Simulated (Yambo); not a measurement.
```
CdSe
1.0
    4.30371     0.00000     0.00000
   -2.15186     3.72712     0.00000
    0.00000     0.00000     7.01885
Se Cd
2 2
Direct
  0.66667   0.33333   0.87586
  0.33333   0.66667   0.37586
  0.66667   0.33333   0.50000
  0.33333   0.66667   0.00000
```

CdSe (wurtzite, space group P6_3mc, No. 186): mean Im ε in 1 eV windows above the direct gap of 1.36 eV, for different electron-hole kernels (Yambo, broadening 0.15 eV, PBE (Quantum ESPRESSO, PseudoDojo norm-conserving, 102 Ry, scalar-relativistic) bands; 6×6×4 mesh, 6 valence and 8 conduction bands, static screening with 79 bands and a 4 Ry block, scissor 0.70 eV, Tamm-Dancoff; field along x).

```
window (eV)  independent quasiparticles  RPA (no attraction)  BSE
-----------  --------------------------  -------------------  ---
1.4 to 2.4                          2.9                  2.8  2.7
2.4 to 3.4                          2.8                  2.6  5.7
3.4 to 4.4                          5.1                  4.5  7.4
4.4 to 5.4                          7.5                  6.5  6.6
5.4 to 6.4                          6.4                  5.4  4.9
6.4 to 7.4                          8.0                  5.3  6.6
```

This run doesn't resolve bound excitons or single peaks, so only averages are given, and they too depend on the mesh; weight that the attraction moves below the gap isn't listed. All transitions below 8.61 eV are in the band window. The scissor comes from a G0W0 run whose convergence isn't established.

Spin-orbit splittings are left out.

Bands and orbitals come from the standard potentials; the scissor and the G0W0 gaps come from a run at the same geometry on the stringent ones, which hold whole semicore shells in the valence.

Geometry relaxed with PBEsol.
